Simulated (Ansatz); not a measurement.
Relaxed-ion elastic tensor of Mn3Al2Si3O12 in space group Ia-3d (No. 230; Al on 16a, Mn on 24c, Si on 24d, O on 96h) in GPa (Voigt order), r²SCAN (plane waves, PAW; program Ansatz); density 4.20 g/cm³, 9.78 Å³ per atom.

```json
[
 {"": "1", "1": "309", "2": "115", "3": "115", "4": "0.0", "5": "0.0", "6": "0.0"},
 {"": "2", "1": "115", "2": "309", "3": "115", "4": "0.0", "5": "0.0", "6": "0.0"},
 {"": "3", "1": "115", "2": "115", "3": "309", "4": "0.0", "5": "0.0", "6": "0.0"},
 {"": "4", "1": "0.0", "2": "0.0", "3": "0.0", "4": "92.8", "5": "0.0", "6": "0.0"},
 {"": "5", "1": "0.0", "2": "0.0", "3": "0.0", "4": "0.0", "5": "92.8", "6": "0.0"},
 {"": "6", "1": "0.0", "2": "0.0", "3": "0.0", "4": "0.0", "5": "0.0", "6": "92.8"}
]
```

### Question
Is the crystal mechanically stable?

### Answer
Yes: the smallest eigenvalue of C is 92.8 GPa.

### Question
Work out the Voigt, Reuss and Hill averages.

### Answer
K_V = 179, K_R = 179, K_H = 179; G_V = 94.5, G_R = 94.5, G_H = 94.5 GPa.

### Question
Give Young's modulus, Poisson's ratio, Pugh's ratio and the universal anisotropy index.

### Answer
E = 9KG/(3K + G) = 241 GPa; ν = 0.28; K/G = 1.90 (ductile by the Pugh limit of 1.75); A_U = 5G_V/G_R + K_V/K_R − 6 = 0.00.

### Question
Estimate the sound speeds and the Debye temperature.

### Answer
v_l = √((K + 4G/3)/ρ) = 8530 m/s, v_t = √(G/ρ) = 4740 m/s, mean 5280 m/s; Θ = (h/k)(3n/4πV)^(1/3) v_m = 735 K.

### Question
Give the Zener ratio and Young's modulus along [100], [110] and [111].

### Answer
A = 2C44/(C11 − C12) = 0.96; 1/E = S11 − 2(S11 − S12 − S44/2)Γ with Γ = 0, 1/4, 1/3 gives 247, 240, 237 GPa.

### Question
Solve the Christoffel equation for the three sound speeds along [100], [110], [111].

### Answer
Eigenvalues of C_ijkl n_j n_l equal ρv². In km/s, slowest first: [100] 4.70, 4.70, 8.57; [110] 4.70, 4.81, 8.51; [111] 4.77, 4.77, 8.49.

The workflow started from an entry of the Crystallography Open Database (COD, 293 K). Whether it is the stable phase at ambient conditions was not checked. Symmetry was held in the r²SCAN relaxation; its stability against distortions is not shown here. The final state is ferromagnetic, the only order run, not a proven ground state. The program gave a warning on the electronic state, which may not be the lowest. No Hubbard U is applied.

Potentials: the earlier of the program's two PAW sets.
